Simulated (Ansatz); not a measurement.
Input:

HfB₂ in space group P6/mmm (No. 191; Hf on 1a, B on 2d), a = b = 3.1359 Å, c = 3.4807 Å, α = β = 90.00°, γ = 120.00°.

This is the r²SCAN-relaxed structure.

Q: All from DFT-r²SCAN in the program Ansatz with PAW potentials, unless another level is named. Give the electronic character.

A: metallic (no gap).

Q: Give the density of states at the Fermi level.

A: 0.08 states/eV per atom (mean over ±0.08 eV).

Q: Give the formation energy from the elements (no fitted shifts).

A: -1.07 eV/atom.

Q: Predict the gap with spin–orbit coupling.

A: none (metallic).

Q: And the Z2 indices of the occupied bands with spin–orbit coupling?

A: 0;(001).

The r²SCAN relaxation kept the symmetry of its start; of distortions, only those at the zone centre were tested. The run is not spin-polarised. The references are the lowest solids computed at this level, not always the standard phases. Scalar-relativistic: spin–orbit coupling is off unless named, which matters more the heavier the elements.

Potentials: the later of the program's two PAW sets.
